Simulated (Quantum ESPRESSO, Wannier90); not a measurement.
TlI (CsCl type), plane waves to Wannier functions

Materials Project entry mp-23197; symmetrised, unrelaxed at this level. COD (Crystallography Open Database) has the formula in 2 space groups, this one among them (matched by group alone). Method: PBEsol plane waves in Quantum ESPRESSO 7.5 (PseudoDojo norm-conserving files, 56 Ry, spinors with spin-orbit coupling), Bloch states on a 6×6×6 mesh through Γ, Wannier90 4.0.1. Density: 8×8×8 mesh, Gaussian smearing 0.01 Ry.

```
begin unit_cell_cart
ang
    4.2382100000    0.0000000000    0.0000000000
    0.0000000000    4.2382100000    0.0000000000
    0.0000000000    0.0000000000    4.2382100000
end unit_cell_cart
mp_grid = 6 6 6
```

### Question
Which shells of neighbouring k-points and which b-vectors and weights does Wannier90 pick for this cell and mesh?

### Answer
```
 *---------------------------------- K-MESH ----------------------------------*
 +----------------------------------------------------------------------------+
 |                    Distance to Nearest-Neighbour Shells                    |
 |                    ------------------------------------                    |
 |          Shell             Distance (Ang^-1)          Multiplicity         |
 |          -----             -----------------          ------------         |
 |             1                   0.247085                      6            |
 |             2                   0.349431                     12            |
 |             3                   0.427964                      8            |
 |             4                   0.494170                      6            |
 |             5                   0.552499                     24            |
 |             6                   0.605232                     24            |
 |             7                   0.698862                     12            |
 |             8                   0.741255                     30            |
       ... (lines left out)
 +----------------------------------------------------------------------------+
 | The b-vectors are chosen automatically                                     |
 | The following shells are used:                       1                     |
 +----------------------------------------------------------------------------+
 |                        Shell   # Nearest-Neighbours                        |
 |                        -----   --------------------                        |
 |                          1               6                                 |
 +----------------------------------------------------------------------------+
 | Completeness relation is fully satisfied [Eq. (B1), PRB 56, 12847 (1997)]  |
 +----------------------------------------------------------------------------+
 |                  b_k Vectors (Ang^-1) and Weights (Ang^2)                  |
 |                  ----------------------------------------                  |
 |            No.         b_k(x)      b_k(y)      b_k(z)        w_b           |
 |            ---        --------------------------------     --------        |
 |             1         0.000000    0.000000    0.247085     8.189883        |
 |             2         0.000000    0.247085    0.000000     8.189883        |
 |             3         0.247085    0.000000    0.000000     8.189883        |
 |             4         0.000000    0.000000   -0.247085     8.189883        |
 |             5         0.000000   -0.247085    0.000000     8.189883        |
 |             6        -0.247085    0.000000    0.000000     8.189883        |
```
